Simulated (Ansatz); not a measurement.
NiClO in Ansatz, relaxation

input.yaml:

```yaml
crystal:
  lattice:
    - [3.72526873, 0.0, 0.0]
    - [0.0, 7.59954717, 0.0]
    - [0.0, 0.0, 3.2782366]
  atoms:
    - { symbol: Ni, position: [0.0, 0.097, 0.5], spin: 2, spin_axis: [0.0, 0.0, 1.0] }
    - { symbol: Ni, position: [0.5, 0.903, 0.0], spin: -2, spin_axis: [0.0, 0.0, 1.0] }
    - { symbol: Cl, position: [0.0, 0.305, 0.0] }
    - { symbol: Cl, position: [0.5, 0.695, 0.5] }
    - { symbol: O, position: [0.0, 0.917, 0.0] }
    - { symbol: O, position: [0.5, 0.083, 0.5] }
kpoints:
  mp_grid: { grid: [5, 3, 6], shift: [0, 0, 0] }
magnetization:
  noncollinear: true
  spin_orbit: true
scf:
  occupations: { method: fermi_dirac }
  lower_state_search: "off"
hamiltonian:
  pseudopotentials: { kind: paw_fr }
  xc: pbesol
basis:
  ecutwfc: 420
  fft_grid_basis: typed
relax:
  max_steps: 80
  cell: { p_target: 0.0 }
  f_tol: 0.03
output:
  forces: true
  stress: true
  eigenvalues: true
  bader: true
  populations: true
  elf: true
  write_potential: true
  volumetric_format: npy
  dos:
    e_range: [-12, 8]
    de: 0.05
    projected: { site_lists: { Cl: [Cl], Ni: [Ni], O: [O] } }
    method: { smearing: { sigma: 0.1, scheme: gaussian } }
  write_density: true
checkpoint:
  read: saved_state
```

Run with:

```bash
ansatz run input.yaml --threads 2 --pin off --max-ram 3584MiB --backend cpu --events-out ev --progress --plain --runs-dir out
```

Origin of the cell: a known structure type with other elements, at an estimated volume, so it need not be a known compound.

The smearing width isn't typed, so it takes its default of 0.1 eV.

The saved state is a converged single point of the same cell. Its moments changed on the way.

Steps («new basis» is an SCF on plane waves selected anew at the same cell):

```
step  ΔF (meV/atom)  max force component (eV/Å)  P (GPa)  volume (Å³)  SCF iterations   step was
   1            0.0                       1.935    -4.75        92.81              24   accepted
   2          -72.5                       1.430    -3.39        89.14              10   accepted
   3         -114.4                       0.555     2.88        86.90              15   accepted
   4         -117.9                       0.441    -2.11        88.04              11   accepted
   5         -121.7                       0.029     0.01        87.62              13   accepted
   6         -121.6                       0.010    -0.05        88.29              11   accepted
   7         -121.6                       0.001     0.00        88.45              10   accepted
   8         -120.8                       0.001    -0.08        88.45              11  new basis
   9         -120.8                       0.001     0.01        88.42              10   accepted
  10         -120.8                       0.001     0.01        88.42               5  new basis
```

Step 1, with forces in eV/Å:

```xyz
6
Lattice="3.725 0.000 0.000 0.000 7.600 0.000 0.000 0.000 3.278" Properties=species:S:1:pos:R:3:forces:R:3 pbc="T T T" step=1
Ni    0.000    0.737    1.639    0.000    0.837    0.000
Ni    1.863    6.862    0.000    0.000   -0.837    0.000
Cl    0.000    2.318    0.000    0.000   -0.310    0.000
Cl    1.863    5.282    1.639    0.000    0.310    0.000
O     0.000    6.969    0.000    0.000    1.935    0.000
O     1.863    0.631    1.639    0.000   -1.935    0.000
```

Step 2, with forces in eV/Å:

```xyz
6
Lattice="3.711 0.000 0.000 0.000 7.535 0.000 0.000 0.000 3.188" Properties=species:S:1:pos:R:3:forces:R:3 pbc="T T T" step=2
Ni    0.000    0.792    1.594    0.000    0.537    0.000
Ni    1.856    6.743    0.000    0.000   -0.537    0.000
Cl    0.000    2.389    0.000    0.000   -0.318    0.000
Cl    1.856    5.146    1.594    0.000    0.318    0.000
O     0.000    6.983    0.000    0.000    1.430    0.000
O     1.856    0.552    1.594    0.000   -1.430    0.000
```

Step 3, with forces in eV/Å:

```xyz
6
Lattice="3.707 0.000 0.000 0.000 7.528 0.000 0.000 0.000 3.114" Properties=species:S:1:pos:R:3:forces:R:3 pbc="T T T" step=3
Ni    0.000    0.820    1.557    0.000    0.318    0.000
Ni    1.853    6.707    0.000    0.000   -0.318    0.000
Cl    0.000    2.379    0.000    0.000    0.277    0.000
Cl    1.853    5.149    1.557    0.000   -0.277    0.000
O     0.000    7.166    0.000    0.000   -0.555    0.000
O     1.853    0.362    1.557    0.000    0.555    0.000
```

Step 4, with forces in eV/Å:

```xyz
6
Lattice="3.762 0.000 0.000 0.000 7.588 0.000 0.000 0.000 3.084" Properties=species:S:1:pos:R:3:forces:R:3 pbc="T T T" step=4
Ni    0.000    0.870    1.542    0.000   -0.441    0.000
Ni    1.881    6.718    0.000    0.000    0.441    0.000
Cl    0.000    2.457    0.000    0.000   -0.130    0.000
Cl    1.881    5.131    1.542    0.000    0.130    0.000
O     0.000    7.185    0.000    0.000    0.094    0.000
O     1.881    0.403    1.542    0.000   -0.094    0.000
```

Step 5, with forces in eV/Å:

```xyz
6
Lattice="3.735 0.000 0.000 0.000 7.601 0.000 0.000 0.000 3.087" Properties=species:S:1:pos:R:3:forces:R:3 pbc="T T T" step=5
Ni    0.000    0.841    1.543    0.000   -0.028    0.000
Ni    1.867    6.760    0.000    0.000    0.028    0.000
Cl    0.000    2.425    0.000    0.000   -0.001    0.000
Cl    1.867    5.176    1.543    0.000    0.001    0.000
O     0.000    7.194    0.000    0.000    0.029    0.000
O     1.867    0.408    1.543    0.000   -0.029    0.000
```

Step 10, with forces in eV/Å:

```xyz
6
Lattice="3.739 0.000 0.000 0.000 7.682 0.000 0.000 0.000 3.079" Properties=species:S:1:pos:R:3:forces:R:3 pbc="T T T" step=10
Ni    0.000    0.841    1.539    0.000   -0.001    0.000
Ni    1.869    6.841    0.000    0.000    0.001    0.000
Cl    0.000    2.428    0.000    0.000   -0.001    0.000
Cl    1.869    5.253    1.539    0.000    0.001    0.000
O     0.000    7.276    0.000    0.000   -0.001    0.000
O     1.869    0.406    1.539    0.000    0.001    0.000
```

```
Free energy lowered by  : 120.8 meV/atom
Volume change           : -4.73 %
Final pressure          : 0.01 GPa
Relaxation steps listed : 10
Gap on the mesh         : none (metal)
Total moment            : 0.00 μB
```

Caveats: the k mesh is coarse if the cell is a metal; the magnetic state was chosen at the start cell and may not be the lowest after relaxing; the relaxation held the start's symmetry, so the end may be a saddle point.

The run took 16 min on 2 threads of Arm Neoverse V1, on a shared host, peak memory 0.98 GiB, from a saved density.
